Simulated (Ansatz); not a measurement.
A: MgS (rock salt), a = 5.2297 Å, b = 5.2297 Å, c = 5.2297 Å, α = 90.00°, β = 90.00°, γ = 90.00°
B: Rh (fcc, Cu type), a = b = c = 3.830 Å, α = β = γ = 90.00°
C: Mg$_{2}$Sn (antifluorite type, space group Fm-3m), a = 6.8161 Å, b = 6.8161 Å, c = 6.8161 Å, α = 90.00°, β = 90.00°, γ = 90.00°
D: AlRu (CsCl type), a = b = c = 3.004 Å, α = β = γ = 90.00°

Scan: energy against volume (even scaling of the relaxed cell, symmetry kept). One method and one kind of scan serve all of them; meshes and ranges differ. AlRu is run without spin polarisation. All were relaxed with their symmetry unable to fall. At this level the bands of Mg2Sn touch or barely overlap; measurements give the solid a gap. Rh is run without spin polarisation.

Question: Order them by bulk modulus (fitted) (highest first) at the level PBE (plane waves to 420 eV, PAW, scalar-relativistic; Ansatz, a program for electronic structure).

Answer: B (256 GPa), D (203 GPa), A (74.0 GPa), C (40.5 GPa)

(Under strain, the slope of the energy per volume gives the stress and its curvature an elastic modulus.)
